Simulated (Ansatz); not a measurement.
A geometry of Pt away from equilibrium: step 2 of the relaxation of a relaxed Pt cell, doubled along one cell vector, shaken by Gaussian noise of σ = 0.08 Å a coordinate. Level of theory: PBE (plane waves to 420 eV, PAW, scalar-relativistic; Ansatz, an electronic-structure program). Γ-centred k-mesh 8×15×13 on the run's cell (coarser than for final values), Fermi–Dirac smearing 0.05 eV.

```xyz
2
Lattice="-3.3340 3.3763 2.7060 1.6784 -1.7016 1.3839 1.6889 1.7235 -1.3697" Properties=species:S:1:pos:R:3:forces:R:3 pbc="T T T" free_energy=-25049.357 pressure_GPa=2.5
Pt     0.0097     0.0320    -0.0035    0.6474   -0.3527   -0.3930
Pt    -1.5496     1.6908     1.3296   -0.6474    0.3527    0.3930
```

Positions in Å, forces in eV/Å, free energy of the cell in eV (comparable only within this code, potentials and settings). Largest force: 0.84 eV/Å, on Pt1, Pt2 (atoms numbered as listed); the geometry lies 0.02 eV/atom above the end of its relaxation.

No spin polarisation in the result.

The run could not lose the symmetry of its start, so the end can be a saddle point.

The end of the path is a generated cell of Pt: the first start was made by placing the elements on the sites of a structure type, and the end was not matched to a known phase here, so it may be hypothetical. Known forms of Pt include space group No. 225.
